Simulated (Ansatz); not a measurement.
Ansatz (an electronic-structure program) input:

Ansatz 0.2 input:
```yaml
crystal:
  lattice:
    - [0.0, 2.9340665151, 2.9340665151]
    - [2.9340665151, 0.0, 2.9340665151]
    - [2.9340665151, 2.9340665151, 0.0]
  atoms:
    - { symbol: Ca, position: [0.0, 0.0, 0.0] }
    - { symbol: Se, position: [0.5, 0.5, 0.5] }
kpoints:
  mp_grid: { grid: [7, 7, 7] }
basis: { xc_grid: 2 }
hamiltonian:
  xc: pbesol
  pseudopotentials: { kind: paw }
scf:
  occupations: { method: fixed }
output:
  optics: { e_range: [0.0, 15.0], de: 0.05, sigma: 0.1, bands: { spectra_wanted_up_to: 12 eV } }
```

Output (shortened):

```
output.optics: the spectra are integrated over the Brillouin zone by k·p interpolation around the k-points, where levels, occupations, output.optics.sigma and …
Pseudopotential: Ca, paw, valence charge 10
Pseudopotential: Se, paw, valence charge 16
Functional definition: PBEsol
Crystal: 2 atoms, lattice volume = 50.517 Å³
Basis set: ecut = 420 eV, 965 PW (Γ), exchange–correlation on 60×60×60 points (8 copies of the dense FFT grid, shifted against one another)
Bands: 17, of which v1, the nominal top of the filled ones, is band 13 counted from 1 (12 counted from 0)
Symmetry: 48 space group operations
Space group: Fm-3m (ITA 225), of the structure as read, at distance tolerance 3.7e-5 Å
k-points: 20 of 343
SCF iter   1: F=—  HF=-7222.041589 eV  |F-HF|=—  |Δ(HF+E_count)|=         —  Δρ=2.80e-3  dr2=5.19e-3  ethr=1.77e-3  ⟨swp⟩=4.3  Hψ=1632  notcnv=0  defer=10
preconditioner: auto → none
SCF iter   2: F=—  HF=-7222.039693 eV  |F-HF|=—  |Δ(HF+E_count)|=   1.90e-3  Δρ=1.01e-3  dr2=3.44e-4  ethr=2.00e-5  ⟨swp⟩=2.9  Hψ=782  notcnv=0  defer=35
SCF iter   3: F=—  HF=-7222.039721 eV  |F-HF|=—  |Δ(HF+E_count)|=   2.82e-5  Δρ=3.61e-4  dr2=3.64e-5  ethr=1.32e-6  ⟨swp⟩=2.9  Hψ=550  notcnv=0  defer=35
SCF iter   4: F=—  HF=-7222.039733 eV  |F-HF|=—  |Δ(HF+E_count)|=   1.20e-5  Δρ=6.64e-5  dr2=1.50e-6  ethr=1.40e-7  ⟨swp⟩=2.0  Hψ=400  notcnv=0  defer=1
SCF iter   5: F=—  HF=-7222.039735 eV  |F-HF|=—  |Δ(HF+E_count)|=   1.25e-6  Δρ=1.21e-5  dr2=1.28e-7  ethr=5.77e-9  ⟨swp⟩=2.0  Hψ=600  notcnv=0
SCF iter   6: F=—  HF=-7222.039734 eV  |F-HF|=—  |Δ(HF+E_count)|=   3.81e-8  Δρ=3.03e-6  dr2=3.30e-9  ethr=4.92e-10  ⟨swp⟩=2.4  Hψ=447  notcnv=0
SCF iter   7: F=—  HF=-7222.039734 eV  |F-HF|=—  |Δ(HF+E_count)|=   1.50e-9  Δρ=5.40e-7  dr2=2.63e-10  ethr=1.27e-11  ⟨swp⟩=2.0  Hψ=598  notcnv=0
SCF iter   8: F=—  HF=-7222.039734 eV  |F-HF|=—  |Δ(HF+E_count)|=  1.06e-10  Δρ=1.38e-7  dr2=2.08e-11  ethr=1.01e-12  ⟨swp⟩=2.9  Hψ=600  notcnv=0
SCF iter   9: F=-7222.039734 eV  HF=-7222.039734 eV  |F-HF|=1.82e-12  |Δ(HF+E_count)|=  1.09e-11  Δρ=1.72e-8  dr2=2.80e-13  ethr=1.00e-12  ⟨swp⟩=4.5  Hψ=1311  notcnv=0
SCF 1 converged in 9 iterations: F = -7222.039734 eV  dr2 = 2.80e-13
NSCF: frozen V_eff on 20 k-points
Optics k sum: 0 of 20 k-points
Optics k sum: 1 of 20 k-points
Optics k sum: 2 of 20 k-points
Optics k sum: 3 of 20 k-points
Optics k sum: 4 of 20 k-points
Optics k sum: 5 of 20 k-points
Optics k sum: 6 of 20 k-points
Optics k sum: 7 of 20 k-points
Optics k sum: 8 of 20 k-points
Optics k sum: 9 of 20 k-points
Optics k sum: 10 of 20 k-points
Optics k sum: 11 of 20 k-points
Optics k sum: 12 of 20 k-points
Optics k sum: 13 of 20 k-points
Optics k sum: 14 of 20 k-points
Optics k sum: 15 of 20 k-points
Optics k sum: 16 of 20 k-points
Optics k sum: 17 of 20 k-points
Optics k sum: 18 of 20 k-points
Optics k sum: 19 of 20 k-points
Optics k sum: 20 of 20 k-points
Optics k sum: 0 of 20 k-points
Optics k sum: 1 of 20 k-points
Optics k sum: 2 of 20 k-points
Optics k sum: 3 of 20 k-points
Optics k sum: 4 of 20 k-points
Optics k sum: 5 of 20 k-points
Optics k sum: 6 of 20 k-points
Optics k sum: 7 of 20 k-points
Optics k sum: 8 of 20 k-points
Optics k sum: 9 of 20 k-points
Optics k sum: 10 of 20 k-points
Optics k sum: 11 of 20 k-points
Optics k sum: 12 of 20 k-points
Optics k sum: 13 of 20 k-points
Optics k sum: 14 of 20 k-points
Optics k sum: 15 of 20 k-points
Optics k sum: 16 of 20 k-points
Optics k sum: 17 of 20 k-points
Optics k sum: 18 of 20 k-points
Optics k sum: 19 of 20 k-points
Optics k sum: 20 of 20 k-points
NSCF: frozen V_eff on 1 k-points
NSCF: frozen V_eff on 1 k-points
NSCF: frozen V_eff on 1 k-points
NSCF: frozen V_eff on 1 k-points
output.optics: what the bands over the 28 summed would add to eps1, eps2 and the energy-loss function is held between a lower and an upper bound (6 Lanczos …
SCF converged after 9 iterations
Free energy (F): -7222.039734 eV
Harris-Foulkes:  -7222.039734 eV  (|F-HF|=1.82e-12)
Internal energy: -7222.039734 eV  (E = F + TS)
E sigma→0 (E₀):  -7222.039734 eV
Fermi energy:    7.249697 eV
--- Per-component energies (eV) ---
  E_band       = -506.349818
  E_kinetic    = 398.682448
  E_local      = -3175.388479  (includes V_loc(G=0)·N_el)
  E_nonlocal   = -529.168339
  E_hartree    = 1457.924247
  E_xc         = -240.761608
  E_vxc        = -270.550995  (∫ρ·V_xc dr)
  E_paw        = -2703.986235  (= ΣΔE_a)
  E_vpaw       = 154.227673  (= ΣTr[D̂ρ^β])
  E_aug_tail   = -0.000613  (compensation charges beyond the density's cutoff)
  E_ewald      = -2430.468400
  E_core_change = 1.127245  (= ΣΔE_core)
  E_smearing   =  0.000000  (= −TS)
  E_closure    = 0.000000  (closes the sum)
  Σ components = -7222.039734   (vs F -7222.039734, Δ=0.00e0)
  [band-id]    e_kinetic+e_local+e_nonlocal+2·e_hartree+e_vxc+e_vpaw+e_augmentation_tail = -506.349811   (vs E_band -506.349818, Δ=6.83e-6)
--- Band table (eV; the first three rows and the last of 20) ---
  k-point 0: bands = ["-38.7100", "-38.7100", "-38.7041", "-38.7041", "-38.7041", "-32.2303", "-13.3103", "-13.3103", "-13.3103", "-4.6599", "7.2497", "7.2497", "7.2497", "10.5642", "10.8957", "10.8957", "10.8957"]
  k-point 1: bands = ["-38.7100", "-38.7100", "-38.7041", "-38.7041", "-38.7041", "-32.2288", "-13.3360", "-13.3119", "-13.3119", "-4.5313", "6.2597", "6.9292", "6.9292", "10.8063", "11.1789", "11.1789", "11.7837"]
  k-point 2: bands = ["-38.7100", "-38.7100", "-38.7041", "-38.7041", "-38.7041", "-32.2254", "-13.3927", "-13.3154", "-13.3154", "-4.2232", "4.8331", "6.3819", "6.3819", "10.9761", "11.8551", "11.8551", "13.2865"]
  k-point 19: bands = ["-38.7102", "-38.7100", "-38.7041", "-38.7040", "-38.7039", "-32.2196", "-13.3821", "-13.3806", "-13.3444", "-3.9477", "5.0164", "5.0764", "5.7903", "11.1724", "12.1182", "12.7343", "13.1541"]
```

Cost: very roughly 10 core-seconds on shared cores.

The PBEsol relaxation kept the symmetry of its start. Spin–orbit coupling is left out wherever it is not named.

Potentials: the later of the program's two PAW sets.

Ansatz is a plane-wave DFT program.
